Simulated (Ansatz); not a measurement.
An ordered 6-atom cell of Sr2MgO3 on the rocksalt lattice (I4/mmm): an Ansatz output whose functional has been blanked. The cell was relaxed beforehand with r2SCAN.

```
CELL_PARAMETERS angstrom
-1.76370 1.76370 7.23105
1.76370 -1.76370 7.23105
1.76370 1.76370 -7.23105
ATOMIC_POSITIONS crystal
Mg 0.00000 0.00000 0.00000
O 0.85314 0.85314 0.00000
Sr 0.34044 0.34044 0.00000
O 0.14686 0.14686 0.00000
Sr 0.65956 0.65956 0.00000
O 0.50000 0.50000 0.00000
```

```
Crystal: 6 atoms, lattice volume = 89.972 Å³
Basis set: ecut = 420 eV, 1753 PW (Γ), FFT grids on a1+a3, a2+a3, a3
Bands: 29, of which v1, the nominal top of the filled ones, is band 24 counted from 1 (23 counted from 0)
Symmetry: 16 space group operations
Space group: I4/mmm (ITA 139)
k-points: 30 of 216
[warm-up without exact exchange]
SCF 1 stopped early in 3 iterations: F = -10722.187333 eV  dr2 = 5.50e-4
[exact exchange on]
SCF 2 stopped early in 7 iterations: F = -10726.966191 eV  dr2 = 1.13e-6
hybrid outer 1: dexx = +1.751e-2 eV, tail = 4.93e-5 eV
SCF 3 converged in 6 iterations: F = -10726.966113 eV  dr2 = 1.55e-9
hybrid outer 2: dexx = +3.961e-7 eV, tail = 2.16e-8 eV, Δε = 1.73e-3 eV, ΔF = 6.03e-3 eV/Å
hybrid SCF converged: 2 outer / 13 inner (+3 warm-up)
Free energy (F): -10726.966113 eV
Fermi energy:    6.487101 eV
--- Per-component energies (eV) ---
  E_band       = -536.280901
  E_kinetic    = 1104.086994
  E_local      = -3608.441443
  E_nonlocal   = 638.791902
  E_hartree    = 1152.197977
  E_xc         = -483.222514
  E_vxc        = -519.975647
  E_exx        = -156.958533
  E_paw        = -6123.818147
  E_vpaw       = -141.229011
  E_ewald      = -3248.750703
  E_core_change = -0.858891
--- Forces (eV/Å), atoms counted from 1 ---
  atom   1  Mg      0.00000      0.00000      0.00000
  atom   2  O       0.00000      0.00000    -0.02745
  atom   3  Sr      0.00000      0.00000      0.16183
  atom   4  O       0.00000      0.00000      0.02745
  atom   5  Sr      0.00000      0.00000    -0.16183
  atom   6  O       0.00000      0.00000      0.00000
--- Stress (GPa, compression-positive) ---
       -0.396939       0.000000       0.000000
        0.000000      -0.396939       0.000000
        0.000000       0.000000      -0.789090
  P = ⅓ Tr σ = -0.5277 GPa (-5.277 kbar)
--- Band table (eV; the first three rows and the last of 30) ---
  k-point 0: bands = […, 5.7318, 6.2588, 6.2588, 6.4531, 6.4871, 6.4871, 11.1448, 11.8503, 12.9918, 14.8657, …]
  k-point 1: bands = […, 5.2266, 5.3210, 6.0720, 6.0817, 6.3551, 6.3734, 12.4681, 12.9753, 14.3898, 14.4889, …]
  k-point 2: bands = […, 5.1054, 5.3107, 5.8283, 6.0185, 6.2068, 6.3218, 12.4051, 13.2905, 14.8398, 16.0607, …]
  k-point 29: bands = […, 5.7916, 5.7916, 6.2011, 6.2011, 6.4552, 6.4552, 11.7032, 12.1840, 13.1646, 13.3307, …]
```

bands.tsv, columns around the gap (it counts bands from 0):
```tsv
# k_distance	band_19	band_20	band_21	band_22	band_23	band_24	band_25	band_26	band_27
# fermi_ev = 6.487101
# [0, 0, 0] at k_distance = 0.000000
# [0, 0, 0.5] at k_distance = 1.259536
# [0.25, 0.25, 0.25] at k_distance = 1.476766
# [0, 0.5, 0] at k_distance = 2.367393
# [0.5, 0.5, -0.5] at k_distance = 3.284129
# [0.2648725701, 0.7351274299, -0.2648725701] at k_distance = 4.121772
# [-0.2648725701, 0.2648725701, 0.2648725701] at k_distance = 4.568967
# [-0.0297451402, 0.0297451402, 0.5] at k_distance = 5.406610
# [0.5, 0.5, -0.0297451402] at k_distance = 5.853806
# [-0.020833, 0.020833, -0.020833] at k_distance = 7.166014
# levels_relative_to = fermi_ev
0.000	-0.228	-0.228	-0.034	0.000	0.000	4.658	5.363	6.505	8.379
1.260	-0.459	-0.415	-0.330	-0.179	-0.119	5.419	6.072	8.579	9.061
1.477	-0.435	-0.435	-0.382	-0.152	-0.152	5.712	5.712	8.654	9.598
2.367	-1.445	-1.435	-0.900	-0.366	-0.263	7.581	7.700	8.050	9.667
3.284	-0.696	-0.286	-0.286	-0.032	-0.032	5.216	5.697	6.678	6.844
4.122	-1.431	-1.430	-0.565	-0.527	-0.369	7.554	7.716	8.071	9.630
4.569	-1.431	-1.430	-0.565	-0.527	-0.369	7.554	7.716	8.071	9.630
5.407	-0.467	-0.461	-0.327	-0.182	-0.162	5.462	6.086	8.610	9.074
5.854	-0.467	-0.461	-0.327	-0.182	-0.162	5.462	6.086	8.610	9.074
7.166	-0.271	-0.251	-0.047	-0.034	-0.017	4.717	5.410	6.554	8.390
```
In order the rows are Γ, X, P, N, M, S, S₀, R, G, S₀–Γ (0.92).

Q: Which level of theory was used?
A. DDH-PBE0
B. LDA
C. HSE06
D. LC-ωPBE

A: C. HSE06. The exchange loop and the term E_exx show exact exchange. The HSE06 gap is direct at Γ: 4.66 eV. Among hybrids the size of the gap and of E_exx follows the share and range of exact exchange. The stress of a hybrid is loosely converged here. Within one family of functionals the choice rests on the size of the gap and stress, not on a line of the log.

It took 55 s on 1 × NVIDIA H100 80GB HBM3 with 2 threads of AMD EPYC 7R13 Processor (Zen 3), on a shared host, load about 1.3 per core; peak host memory 4.2 GiB.

(Calculated; spin-unpolarised; the phase may be known or hypothetical.)

The runs are scalar-relativistic, without spin-orbit coupling.
